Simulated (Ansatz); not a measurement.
A relaxed cell of Sb (R-3m (No. 166)), relaxed on a k-mesh at least as fine as the one used below. The numbers are results of PBE (plane waves to 420 eV, PAW, scalar-relativistic; Ansatz, a program for electronic structure), not measurements. Γ-centred k-mesh 9×5×9 on the run's cell (coarser than for final values), Fermi–Dirac smearing 0.05 eV.

```xyz
4
Lattice="2.1873 1.2628 3.8463 -4.3746 2.5257 7.6926 0.0000 -2.5257 3.8463" Properties=species:S:1:pos:R:3 pbc="T T T"
Sb     0.0000     0.0000     2.6856
Sb    -2.1873     1.2628     6.5319
Sb     0.0000     0.0000     8.8533
Sb    -2.1873     1.2628    12.6996
```

The atoms are displaced by (Å):

```json
[
 {"atom": "Sb1", "ux": "0.036", "uy": "-0.013", "uz": "0.046"},
 {"atom": "Sb2", "ux": "0.012", "uy": "-0.077", "uz": "-0.053"},
 {"atom": "Sb3", "ux": "0.040", "uy": "-0.073", "uz": "-0.093"},
 {"atom": "Sb4", "ux": "-0.045", "uy": "-0.063", "uz": "-0.115"}
]
```

**Question.** What forces (eV/Å) and pressure result?

**Answer.** 
```tsv
atom	Fx	Fy	Fz
Sb1	-0.06	-0.21	-0.56
Sb2	-0.01	0.20	-0.23
Sb3	-0.17	-0.05	0.30
Sb4	0.24	0.06	0.48
```

Pressure -1.1 GPa.

No spin polarisation in the result.

The run that gave the undisplaced cell could not lose the symmetry of its start; a randomly shaken copy of 4 atoms returns to this structure.
